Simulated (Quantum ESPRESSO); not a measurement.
# Where does Al sit best among Ga sites?

The results below are calculated, not measured. They come from pw.x of Quantum ESPRESSO 7.5, a plane-wave density functional program, with PseudoDojo standard norm-conserving files (v0.5 for PBE, v0.4.1 for LDA and PBEsol). The cells are made up: elements, strain and atom displacements were drawn at random, and nothing was relaxed. There is no spin polarisation, spin-orbit coupling or dispersion term.

The cell has 8 sites of a zincblende or diamond lattice. Sites 1 to 4 hold X X X X; sites 5 to 8 hold N N N C. Cell vectors in Å: (4.566, 0.000, 0.000); (0.000, 4.566, 0.000); (0.000, 0.000, 4.566). Settings: PBE, cutoff 1143 eV, 6 x 6 x 6 k mesh shifted by half a step, Fermi-Dirac smearing of 0.1 eV.

In each run one of the sites marked X holds Al and the others hold Ga; cell and positions stay the same. E is the free energy of the cell.

| site of the guest | first shell | mean distance (Å) | E above the lowest (eV) | P (GPa) | force on the guest (eV/Å) |
| --- | --- | --- | --- | --- | --- |
| 1 | CN3 | 1.965 | 0.075 | 0.23 | 1.483 |
| 2 | CN3 | 1.979 | 0.073 | 0.24 | 0.413 |
| 3 | CN3 | 1.965 | 0.000 | 0.06 | 0.309 |
| 4 | CN3 | 2.002 | 0.165 | 0.47 | 0.794 |

A rerun of one of these cells at 1437 eV and k mesh 8 x 8 x 8 moved values by no more than 0.004 eV in the cell's energy, 0.03 GPa in stress and 0.003 eV/Å in force.

## Reading the table

Site 3 is lowest, by 0.073 eV, over three times the rerun's bound. A straight line of energy against the mean distance has a slope of 3.4 ± 1.3 eV/Å, so these few sites cannot settle whether the distance sets the order. The positions are random and not relaxed, so the differences hold for this frozen cell and are not site preferences of a real crystal.